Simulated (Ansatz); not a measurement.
Here is an unrelaxed guess for TaF₃.

```xyz
4
Lattice="4.4580 0.0000 0.0000 -2.2290 3.8608 0.0000 0.0000 0.0000 4.3923" Properties=species:S:1:pos:R:3 pbc="T T T"
Ta    0.0000    0.0000    0.0000
F     2.2290    0.0000    0.0000
F    -1.1145    1.9304    0.0000
F     1.1145    1.9304    0.0000
```

All numbers below come from Ansatz 0.2.0, DFT PBE, scalar-relativistic, plane waves, PAW. Cutoff 420 eV; k points 6×6×4 on the computed 4-atom cell (Γ-centred); Gaussian smearing, width 0.10 eV; collinear spin from starting moments 1.0 0.0 0.0 0.0 μB.

Formation energies are uncorrected and refer to the elements' standard structures at the same level (F₂ as a molecule).

Problem. How far from equilibrium is it?

Solution. The pressure is -10.0 GPa (the mean over three directions, positive in compression), the largest force is 0.00 eV/Å (symmetry fixes the atoms), and the energy is −1.61 eV/atom against the elements. The shortest distance is 2.23 Å.

Problem. How much does it gain on relaxing, and where does it end?

Solution. Relaxing gains about 0.34 eV/atom (the start's value is from the coarse mesh, so the gain is rough) in 26 ionic steps and ends at −1.95 eV/atom on the finer mesh. The symmetry stays P6/mmm (No. 191). The volume per atom shrinks by 37.4 %, from 18.9 to 11.8 Å³. The shortest distance goes from 2.23 Å (Ta–F and F–F) to 2.17 Å (Ta–F and F–F). The ratio c/a of the conventional cell changes by a factor of 0.68. Conventional cell: a = 4.332 Å, c = 2.911 Å. Around Ta lie 6 F at 2.17 Å and 2 Ta at 2.91 Å; around F lie 4 F at 2.17 Å and 2 Ta at 2.17 Å.

The last run used a 12×12×16 mesh (in the run's order of axes) for its 4-atom cell and Gaussian smearing of 0.10 eV. These runs have no spin–orbit coupling, which can matter for Ta. The cell is a metal run without spin; a magnetic state may lie lower. The relaxation can't lower the symmetry of the start. A structure relaxed within its symmetry needn't be a true minimum.
